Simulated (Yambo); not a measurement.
```cif
data_Al2N2
_chemical_formula_sum 'N2 Al2'
_space_group_name_H-M_alt 'P63mc'
_space_group_IT_number 186
_space_group_name_Hall 'P 6c -2c'
_cell_length_a 3.11313
_cell_length_b 3.11313
_cell_length_c 4.98281
_cell_angle_alpha 90.000
_cell_angle_beta 90.000
_cell_angle_gamma 120.000
loop_
_atom_site_label
_atom_site_type_symbol
_atom_site_symmetry_multiplicity
_atom_site_Wyckoff_symbol
_atom_site_fract_x
_atom_site_fract_y
_atom_site_fract_z
_atom_site_occupancy
N1 N 2 b 0.33333 0.66667 0.38097 1
Al1 Al 2 b 0.66667 0.33333 0.49903 1
```

AlN (wurtzite, space group P6_3mc, No. 186) under isotropic strain (on all lattice vectors), counted from the cell relaxed with PBEsol, atoms relaxed at each step. PBEsol (Quantum ESPRESSO, PseudoDojo norm-conserving, 84 Ry, no spin-orbit coupling); G0W0 in Yambo (6×6×4 Γ-centred k mesh, 77 bands and a 8 Ry block in the screening, 77 bands in G with the Bruneval-Gonze terminator, plasmon pole fitted at 27.2 eV).

Unstrained, the direct gap at Γ is 4.10 eV in PBEsol and 5.59 eV in G0W0.

Task: How fast does it move with strain?

Result: Between -0.7 % and +1 % the direct gap at Γ has a volume deformation potential dE/dlnV of -10 eV in G0W0 and -8.7 eV in PBEsol. (G0W0: 5.802 eV at -0.7 %, 5.283 eV at +1 %; Δ ln V = 3 ln(1.01/0.993) = 0.0509.) Convergence of the GW settings isn't established.
